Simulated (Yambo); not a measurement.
Yambo run on NH$_{4}$Br (space group P-43m, No. 215). The wavefunctions are norm-conserving PBEsol (Quantum ESPRESSO, 84 Ry, no spin-orbit coupling) ones on a 4×4×4 mesh (8 occupied bands); a = b = c = 4.0001 Å, α = β = γ = 90.00°.

Yambo input:

```
rim_cut
HF_and_locXC
RandQpts= 1000000
RandGvec= 1 Ry
EXXRLvcs= 84 Ry
VXCRLvcs= 336 Ry
% QPkrange
 1 | 1 | 8 | 9 |
 3 | 3 | 8 | 9 |
 6 | 6 | 8 | 9 |
 10 | 10 | 8 | 9 |
%
```

k points by index: 1 = Γ, 3 = X, 6 = M, 10 = R.

Table of the .hf output:

```
#    K-point    Band    Eo [eV]    Ehf [eV]    Vxc [eV]    Vnlxc [eV]
#
    1    8    -0.077109    -3.788341    -13.01404    -16.72527
    1    9    4.090967    8.335909    -9.314573    -5.069631
    3    8    -0.211457    -3.946292    -12.67295    -16.40778
    3    9    6.934406    11.75553    -9.867723    -5.046603
    6    8    0.000000    -3.711247    -12.86895    -16.58020
    6    9    5.554108    9.896507    -8.794258    -4.451859
    10    8    -1.466855    -5.571949    -11.66206    -15.76715
    10    9    7.772094    12.70958    -10.04668    -5.109194
```
Exchange alone, without screening.

Geometry of the Materials Project entry, not relaxed at this level.
